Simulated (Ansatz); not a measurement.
The cell of Al₂BAs₂ is invented: random cell by space group and Wyckoff sites (I4/mmm, No. 139). The dimensions are guesses.

```cif
data_structure
_symmetry_space_group_name_H-M 'P 1'
_symmetry_Int_Tables_number 1
_cell_length_a 5.5471
_cell_length_b 5.5471
_cell_length_c 5.5471
_cell_angle_alpha 132.485
_cell_angle_beta 132.485
_cell_angle_gamma 69.463
_cell_volume 91.06
loop_
_atom_site_label
_atom_site_type_symbol
_atom_site_fract_x
_atom_site_fract_y
_atom_site_fract_z
_atom_site_occupancy
Al1 Al 0.79249 0.79249 0.00000 1
Al2 Al 0.20751 0.20751 0.00000 1
B1 B 0.50000 0.50000 0.00000 1
As1 As 0.75000 0.25000 0.50000 1
As2 As 0.25000 0.75000 0.50000 1
```

Computed with DFT PBE, scalar-relativistic, plane waves, PAW in Ansatz 0.2.0. Cutoff 420 eV, Gaussian smearing, Γ-centred meshes. Cell and atoms relax first on a coarse mesh and then on a finer one. In between, the cell is made exact in the group found at 0.06 Å. In metals the finer mesh still leaves noise of several meV/atom or more. The steps can't lower the symmetry of their start. No spin polarisation.

A guess keeps its type if space group and coordination stay and the shape of the cell changes little (axis ratios within about 15 %, angles within 6°); the volume may change.

Q: Does this structure survive the relaxation?

A: It doesn't keep its type. The symmetry stays I4/mmm (No. 139). The volume per atom grows by 1.5 %, from 18.2 to 18.5 Å³. The shortest distance goes from 2.27 Å (Al–As) to 2.09 Å (Al–B). The ratio c/a of the conventional cell changes by a factor of 0.64. Counting neighbours within 15 % of an atom's shortest distance, the start has Al 4, As 4, B 2 and the end Al 1, As 4, B 2. In detail, at the end Al is surrounded by 1 B at 2.09 Å, 1 Al at 2.61 Å and 4 As at 2.64 Å; B has 2 Al at 2.09 Å; As is surrounded by 4 Al at 2.64 Å.

```cif
data_structure
_symmetry_space_group_name_H-M 'I4/mmm'
_symmetry_Int_Tables_number 139
_cell_length_a 5.2149
_cell_length_b 5.2149
_cell_length_c 6.7961
_cell_angle_alpha 90.000
_cell_angle_beta 90.000
_cell_angle_gamma 90.000
_cell_volume 184.82
loop_
_atom_site_label
_atom_site_type_symbol
_atom_site_symmetry_multiplicity
_atom_site_Wyckoff_symbol
_atom_site_fract_x
_atom_site_fract_y
_atom_site_fract_z
_atom_site_occupancy
Al1 Al 4 e 0.00000 0.00000 0.80788 1
B1 B 2 b 0.00000 0.00000 0.50000 1
As1 As 4 d 0.00000 0.50000 0.25000 1
```

Energies over the elements count from the elements' standard structures at the same level, with no fitted energy shifts.

Q: At what energy does it end?

A: +0.65 eV/atom. A positive value: parting into the elements would lower its energy.

The last run used a 10×10×10 mesh for its 5-atom cell and Gaussian smearing of 0.10 eV. An odd number of electrons in the primitive cell allows no gap without spin; a larger cell or a magnetic state could open one. The cell is a metal run without spin; a magnetic state may lie lower. The reference form of As is held partly by dispersion forces, which this level lacks. A structure relaxed within its symmetry needn't be a true minimum. Another cell of Al2BAs2 relaxed alike, in P-3m1, lies 0.41 eV/atom lower, so this cell isn't the stable form at this level.
